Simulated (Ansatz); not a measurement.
**What DFT gives for NaHF2**

```yaml
crystal:
  lattice:
    - [1.76284, 1.01777, 4.65150]
    - [-1.76284, 1.01777, 4.65150]
    - [0.00000, -2.03554, 4.65150]
  atoms:
    - { symbol: H, position: [0.50000, 0.50000, 0.50000] }
    - { symbol: F, position: [0.41760, 0.41760, 0.41760] }
    - { symbol: F, position: [0.58240, 0.58240, 0.58240] }
    - { symbol: Na, position: [0.00000, 0.00000, 0.00000] }
```

Method: r2SCAN, no spin polarisation; PAW, plane waves to 500 eV, 9×9×9 Γ-centred mesh, fermi-dirac occupations (width 0.1 eV) (Ansatz 0.2.0), atoms fixed.

(1) What is the character of the valence top and the conduction bottom?

(2) Is there a gap, and of what kind?

(3) Is it stable against the elements?

(4) Give the Bader charges.

(5) What does the stress say?

Origin: a database entry at a rescaled volume.

## Answers

(1) Within 0.7 eV of the edges, the states project mainly on F p (99 %) below the gap and on Na s (72 %) and F s (15 %) above it.

(2) The gap is 7.56 eV, indirect (the least direct gap found is 7.65 eV).

(3) -2.38 eV an atom against the elements' usual phases (free molecules for gases, crystals otherwise, with no correction for O₂ or N₂), so it is bound against them; other compounds may still compete. Relaxing would lower it.

(4) Bader charges in e: Na +0.91, H +0.73, F -0.82. In the mean Na gives up most and F takes most.

(5) The pressure is -2.8 GPa (compression positive), so with the atoms held at these fractions the cell would first shrink. The principal stresses -4.4, -2.0, -2.0 GPa differ, so its shape would change too.
